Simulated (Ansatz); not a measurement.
Ag (fcc, Cu type)

```yaml
crystal:
  lattice:
    - [0.00000, 2.02719, 2.02719]
    - [2.02719, 0.00000, 2.02719]
    - [2.02719, 2.02719, 0.00000]
  atoms:
    - { symbol: Ag, position: [0.00000, 0.00000, 0.00000] }
```

The slice is a {100} plane (indices of the conventional cell) through the point (0.000, 0.000, 0.000) (fractional), spanned by u = [100] and v = [0 1 -1] in vectors of this cell: u (2.87 Å) and v (2.87 Å, at 90° to u). It covers one period; positions are fractions (u, v).

Computed with PBEsol (plane waves to 420 eV, PAW, scalar-relativistic; Ansatz, a quantum-chemistry and plane-wave program). k mesh 20×20×20. These are valence fields of a PAW run, semicore shells included where kept as valence: close to a nucleus they are smooth pseudo fields. Ag was relaxed with its symmetry unable to fall.

Task: What is the valence density on the shortest Ag–Ag line in this plane (2.87 Å), at its midpoint?

Result: 0.23 e/Å³.

Task: What is the ELF at the midpoint of the shortest Ag–Ag line in this plane (2.87 Å)?

Result: 0.17.

Task: Sketch the electron localisation function (ELF) on this plane as a map.

Result: 
```tsv
v \ u	0.00	0.10	0.20	0.30	0.40	0.50	0.60	0.70	0.80	0.90
0.90	x	x	0.53	0.33	0.18	0.17	0.18	0.33	0.53	x
0.75	0.48	0.44	0.33	0.20	0.17	0.17	0.17	0.20	0.33	0.44
0.60	0.19	0.18	0.17	0.17	0.17	0.17	0.17	0.17	0.17	0.18
0.45	0.17	0.17	0.17	0.17	0.17	0.16	0.17	0.17	0.17	0.17
0.30	0.37	0.33	0.24	0.18	0.17	0.17	0.17	0.18	0.24	0.33
0.15	x	0.61	0.48	0.29	0.17	0.17	0.17	0.29	0.48	0.61
0.00	x	x	0.57	0.37	0.19	0.17	0.19	0.37	0.57	x
```

Values: electron localisation function (ELF). Points within 0.5 Å of a nucleus are blanked (x), as the pseudised field means little there.
